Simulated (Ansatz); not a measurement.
## Data sheet: SiO₂ (DFT)

SiO2:
```xyz
18
Lattice="-4.3867 4.3867 4.3867 4.3867 -4.3867 4.3867 4.3867 4.3867 -4.3867" Properties=species:S:1:pos:R:3 pbc="T T T"
Si     2.1934     0.0000     4.3867
Si     4.3867     2.1934     0.0000
Si     2.1934     4.3867     0.0000
Si     0.0000     2.1934     4.3867
Si     0.0000     4.3867     2.1934
Si     4.3867     0.0000     2.1934
O     -1.2740     1.2740     4.7416
O      1.2740     1.2740     4.0318
O      1.2740    -1.2740     4.7416
O      3.1127     3.1127    -0.3549
O      4.7416    -1.2740     1.2740
O      4.0318     1.2740     1.2740
O      4.7416     1.2740    -1.2740
O     -0.3549     3.1127     3.1127
O      1.2740     4.7416    -1.2740
O      1.2740     4.0318     1.2740
O     -1.2740     4.7416     1.2740
O      3.1127    -0.3549     3.1127
```

Space group I-43m (No. 217); conventional cell a = b = c = 8.7734 Å, α = β = γ = 90.00°.

Method: the program Ansatz at the r²SCAN level (PAW). Geometry: relaxed at this level of theory. Other levels are named where they apply.

### Cell and energy

| Quantity | Value |
|---|---|
| Volume per atom | 18.76 Å³ |
| Density | 1.77 g/cm³ |
| Formation energy from the elements (no fitted shifts) | -2.98 eV/atom |

### Electronic structure

| Quantity | Value |
|---|---|
| Band gap | 6.53 eV (indirect) |
| Valence-band maximum | at H |
| Conduction-band minimum | at Γ |
| Smallest direct gap on the standard path | 6.69 eV |
| Electron effective mass | 0.62 mₑ (isotropic) |
| HSE06 gap on the r²SCAN cell | 7.49 eV |

### Mechanics

| Item | Value |
|---|---|
| Elastic constants (relaxed ions, GPa) | C11 = 61.8, C12 = -1.3, C44 = 20.0 |
| Mechanical stability | stable (all eigenvalues of C positive) |
| Hill bulk and shear moduli | 19.8 and 24.0 GPa |
| Young's modulus | 51.3 GPa |
| Poisson's ratio | 0.07 |
| Debye temperature from the elastic constants | 450 K |
| Piezoelectric stress constants (proper, relaxed ions, C/m²) | e14 = e25 = e36 = 0.10 |

### Charges

| Property | Result |
|---|---|
| Bader charges | Si +3.37, O -1.68 e |

The workflow started from a Materials Project entry (that database holds measured and hypothetical structures alike); the Crystallography Open Database copy checked does not list it. It is not the phase usual at ambient conditions (space group No. 92, 152, 154). The cell was relaxed with r²SCAN under the symmetry of its start; whether a distortion lowers the energy is not shown. Signs of piezoelectric constants follow the polarity of the cell as given. The references are the lowest solids computed at this level, not always the standard phases (solids in place of the gases).

Potentials: the earlier of the program's two PAW sets. The files were generated under PBE; for other functionals the program regenerates the frozen cores, and for LDA and PBEsol the local potential too.
